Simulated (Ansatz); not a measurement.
The elements of this relaxed trial crystal are hidden behind letters.

```
lattice vectors (Å)
   4.6594    0.0000    0.0000
   0.0000    4.6594    0.0000
   0.0000    0.0000    4.6594
fractional positions
X 0.5000 0.0000 0.0000
X 0.0000 0.5000 0.0000
X 0.0000 0.0000 0.5000
Z 0.5000 0.5000 0.5000
Q 0.0000 0.5000 0.5000
Q 0.5000 0.0000 0.5000
Q 0.5000 0.5000 0.0000
Q 0.0000 0.0000 0.0000
```

Computed with DFT PBE, scalar-relativistic, plane waves, PAW (Ansatz 0.2.0). The final run on the 8-atom cell used 420 eV, a Γ-centred 8×8×8 mesh, 0.10 eV smearing and no spin polarisation.

* Space group: Pm-3m (No. 221)
* Conventional cell: a = 4.659 Å
* Volume per atom: 12.64 Å³
* Density: 5.91 g/cm³
* Formation energy: −0.35 eV/atom
* Gap on the 8×8×8 mesh of the 8-atom cell: 0 eV (a metal)

Energies are uncorrected and count from the elements' standard states at the same level.

Question: X is an s-block element of period 4, Z is a d-block element of period 6 and Q is a p-block element of period 2. Which elements are they?

Answer: X = Ca, Z = W, Q = N, so the formula is Ca3WN4. Density times volume gives a mean mass of 5.91 × 12.64/1.6605 = 45.0 u per atom, and this set has 45.0 u. Ca has 6 N at 2.33 Å, 4 W at 3.29 Å and 8 Ca at 3.29 Å; W has 6 N at 2.33 Å and 12 Ca at 3.29 Å; around N on a site of symmetry 4/mmm lie 2 W at 2.33 Å and 4 Ca at 2.33 Å; 1 more site not described. Other sets within the hints have nearly the same mass, so mass alone doesn't settle it; this one was computed.

These runs have no spin–orbit coupling, which can matter for W. Symmetry constrained the relaxation, so the result can be a saddle point.
